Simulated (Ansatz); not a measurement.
Ta:
```yaml
crystal:
  lattice:
    - [-1.65951, 1.65951, 1.65951]
    - [1.65951, -1.65951, 1.65951]
    - [1.65951, 1.65951, -1.65951]
  atoms:
    - { symbol: Ta, position: [0.00000, 0.00000, 0.00000] }
```

Relaxed with PBE. Special points in fractions of this cell's reciprocal vectors: Γ (0.000, 0.000, 0.000); H (0.500, -0.500, 0.500); N (0.000, 0.000, 0.500); P (0.250, 0.250, 0.250).

### Question
List the band energies nearest the Fermi level at these points for DFT-PBE with spin–orbit coupling in the program Ansatz with PAW potentials.

### Answer
In eV from the Fermi level; about four levels below and three above (degenerate sets whole), none deeper than 8.9 eV; points with the same levels are listed once.

```json
[
 {"k": "Γ", "below": "-7.78 -7.78", "above": "0.65 0.65 0.65 0.65"},
 {"k": "H", "below": "-3.66 -3.66 -3.66 -3.66", "above": "6.61 6.61 6.61 6.61"},
 {"k": "N", "below": "-4.25 -4.25 -1.44 -1.44", "above": "1.48 1.48 3.90 3.90"},
 {"k": "P", "below": "-0.98 -0.98 -0.98 -0.98", "above": "5.10 5.10 5.10 5.10"}
]
```

Space group Im-3m (bcc (W type)). Symmetry was held in the PBE relaxation. No spin polarisation was allowed.

Potentials: the earlier of the program's two PAW sets.
